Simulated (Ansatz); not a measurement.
Level: PBEsol, no spin polarisation; 420 eV; 7×7×6 Γ-centred mesh; fermi-dirac occupations (width 0.1 eV); Ansatz 0.2.0, fixed geometry.

Computed maps in the lattice plane spanned by a (left to right, 5.11 Å, 15 points from zero) and c (bottom to top, 4.99 Å, 15 points from zero), 90° apart, at height 0.000 along b. The fields are smooth PAW ones with compensation charges, not the true ones near nuclei.

Valence density. Digits on a logarithmic scale: 0 up to 0.03 e/Å³, each further digit a factor of 1.6, 9 from 1.3 e/Å³ up:
```
569999755799996
777897655679877
876665555556667
886555555555568
777776555567777
668999655699986
579999755799997
579999755799997
668999655699986
777776555567777
886555555555568
876665555556667
777897655679877
569999755799996
579999855899997
```

ELF. Ten even steps from '0' (0.06) to '9' (0.83):
```
039889700798893
115997100179951
531220022002213
740000033000004
312673000037621
018999400499981
049659800895694
049659800895694
018999400499981
312673000037621
740000033000004
531220022002213
115997100179951
039889700798893
049439911993494
```

The cell is SrMoAuO₂. Which atoms lie within 0.2 Å of this plane, and where (fractions of a and c)?

O at (0.25, 0.00), O at (0.75, 0.50), O at (0.75, 0.00), O at (0.25, 0.50). The whole cell:
```xyz
10
Lattice="5.1110 0.0000 0.0000 2.5555 -5.8899 0.0000 0.0000 0.0000 -4.9927" Properties=species:S:1:pos:R:3 pbc="T T T"
Au    5.1110   -3.0097   -3.7445
Au    2.5555   -2.8802   -1.2482
O     1.2624    0.0000    0.0000
O     3.8486    0.0000   -2.4963
O     3.8486    0.0000    0.0000
O     1.2624    0.0000   -2.4963
Sr    2.5555   -1.1191   -3.7445
Sr    5.1110   -4.7708   -1.2482
Mo    2.5555   -5.0194   -3.7445
Mo    5.1110   -0.8705   -1.2482
```

Origin: a known structure type with other elements, at an estimated volume, so it need not be a known compound. Caveats: many states at the Fermi level without spin polarisation, so a magnetic state may lie lower; atoms or cell far from equilibrium.
